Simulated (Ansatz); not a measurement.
Ga (hcp (Mg type), P6_3/mmc) at seven volumes, plane-wave PAW r²SCAN (Ansatz code), shape and atoms relaxed at each. One row is withheld.

```tsv
V (Å³/atom)	P (GPa)
16.338	6.98
16.876	4.22
17.415	1.92
17.953	0.00
18.492	-1.62
19.031	?
19.569	-4.03
```

**Question.** Fit the shown pressures and predict the withheld one.

**Answer.** P = (3/2)B₀(x^(7/2) − x^(5/2))[1 + (3/4)(B′ − 4)(x − 1)] with x = (V₀/V)^(2/3). Least squares on the six rows gives V₀ = 17.952 Å³/atom, B₀ = 58.3 GPa, B′ = 5.10. At V = 19.031, x = 0.9618 and P = -2.93 GPa. The run itself gave -2.95 GPa.

The start of the workflow was typed in or built on a structure type; neither database checked (COD, Materials Project) lists it. It is not the phase usual at ambient conditions (space group No. 64). Symmetry was held in the r²SCAN relaxation. At this level the phase is mechanically unstable.

Potentials: the earlier of the program's two PAW sets.
